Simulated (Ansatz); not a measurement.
## Al: from a starting cell to a relaxed one

The start is a generated cell, Al placed in the fcc structure type. A full variable-cell relaxation at zero pressure is run with r2SCAN (plane waves to 500 eV, PAW, scalar-relativistic; Ansatz, a first-principles code). First-step values are on the input's coarse k-mesh.

Ansatz input (later rounds restart from its end on a renewed k-mesh):
Ansatz 0.2 input:
```yaml
crystal:
  lattice:
    - [0, 2.025, 2.025]
    - [2.025, 0, 2.025]
    - [2.025, 2.025, 0]
  atoms:
    - { symbol: Al, position: [0, 0, 0] }
basis: { ecutwfc: 500, ecutrho_ratio: 4, xc_grid: 4, fft_grid_basis: typed }
kpoints: { mp_grid: { grid: [14, 14, 14] } }
hamiltonian:
  xc: r2scan
  dispersion: none
  pseudopotentials: { azcp: { folder: ./paw }, kind: paw }
scf: { occupations: { method: fermi_dirac, width: 0.05 } }
relax: { f_tol: 0.01, max_steps: 100, cell: { stress_tol: 0.02 } }
output: { forces: true, stress: true }
```

* **Initial pressure**: -3.9 GPa (negative: the cell is under tension)
* **Outcome**: The space group stays Fm-3m (No. 225) (the run could not lower it); the end is fcc (Cu type), with 1 atom in the primitive cell
* **Energy released**: 0.01 eV/atom
* **Volume change**: -4.3 %, from 16.61 to 15.89 Å³/atom
* **Shortest distances (start → end)**: The closest pairs of elements (up to four, under 3.6 Å), start → end: Al–Al 2.86 → 2.82 Å
* **Band gap at the end**: zero (metallic)
* **Optimiser moves**: 5

Relaxed structure:

Space group Fm-3m (No. 225); a = 3.991 Å, b = 3.991 Å, c = 3.991 Å, α = 90.00°, β = 90.00°, γ = 90.00°

```csv
atom,site,symmetry,x,y,z
Al,4a,m-3m,0.0000,0.0000,0.0000
```
(The calculation used a cell of 1 atom; values per cell refer to that cell.)

Final values are on a 20×20×20 k-mesh of the relaxed cell. No spin polarisation in the result.

The run could not lose the symmetry of its start.
